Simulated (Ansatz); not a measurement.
The guess for Mg5Se was made by a generator: random cell by space group and Wyckoff sites (I4/mmm, No. 139). The dimensions are guesses.

Space group I4/mmm (No. 139). a = 6.329 Å, b = 6.329 Å, c = 6.329 Å, α = 90.00°, β = 90.00°, γ = 90.00°
```csv
atom,site,symmetry,x,y,z
Mg,8j,m2m.,0.3463,0.0000,0.5000
Mg,2b,4/mmm,0.0000,0.0000,0.5000
Se,2a,4/mmm,0.0000,0.0000,0.0000
```

The calculation used Ansatz, DFT PBE, scalar-relativistic, plane waves, PAW. Cutoff 420 eV, Gaussian smearing, Γ-centred meshes. Cell and atoms relax first on a coarse mesh and then on a finer one. In between, the cell is made exact in the group found at 0.06 Å. In metals the finer mesh still leaves noise of several meV/atom or more. The steps can't lower the symmetry of their start. No spin polarisation.

A guess keeps its type if space group and coordination stay and the shape of the cell changes little (axis ratios within about 15 %, angles within 6°); the volume may change.

**Question.** Will the relaxed cell still be of the starting type?

**Answer.** It doesn't keep its type. The symmetry stays I4/mmm (No. 139). The volume per atom grows by 59.4 %, from 21.1 to 33.7 Å³. The shortest distance goes from 1.95 Å (Mg–Mg) to 2.42 Å (Mg–Se). The ratio c/a of the conventional cell changes by a factor of 0.53. Counting neighbours within 15 % of an atom's shortest distance, the start has Mg 2/4, Se 10 and the end Mg 2/6, Se 2. In detail, at the end Mg on a site of symmetry m2m has 6 Mg at 3.03–3.26 Å; Mg on a site of symmetry 4/mmm has 2 Se at 2.42 Å and 4 Mg at 3.03 Å; around Se lie 2 Mg at 2.42 Å.

```cif
data_structure
_symmetry_space_group_name_H-M 'P 1'
_symmetry_Int_Tables_number 1
_cell_length_a 6.8980
_cell_length_b 6.8980
_cell_length_c 6.8980
_cell_angle_alpha 97.079
_cell_angle_beta 97.079
_cell_angle_gamma 138.898
_cell_volume 202.04
loop_
_atom_site_label
_atom_site_type_symbol
_atom_site_fract_x
_atom_site_fract_y
_atom_site_fract_z
_atom_site_occupancy
Mg1 Mg 0.50000 0.83124 0.33124 1
Mg2 Mg 0.50000 0.16876 0.66876 1
Mg3 Mg 0.83124 0.50000 0.33124 1
Mg4 Mg 0.16876 0.50000 0.66876 1
Mg5 Mg 0.50000 0.50000 0.00000 1
Se1 Se 0.00000 0.00000 0.00000 1
```

Formation energies are uncorrected and refer to the elements' standard structures at the same level.

**Question.** At what energy does it end?

**Answer.** +0.30 eV/atom. A positive value: parting into the elements would lower its energy.

The last run used a 10×10×10 mesh for its 6-atom cell and Gaussian smearing of 0.10 eV. The reference form of Se is held partly by dispersion forces, which this level lacks. Symmetry constrained the relaxation, so the result can be a saddle point. Another cell of Mg5Se relaxed alike, in Cmmm, lies 0.35 eV/atom lower, so this cell isn't the stable form at this level.

In counts of neighbours, a slash parts the counts of unlike sites.
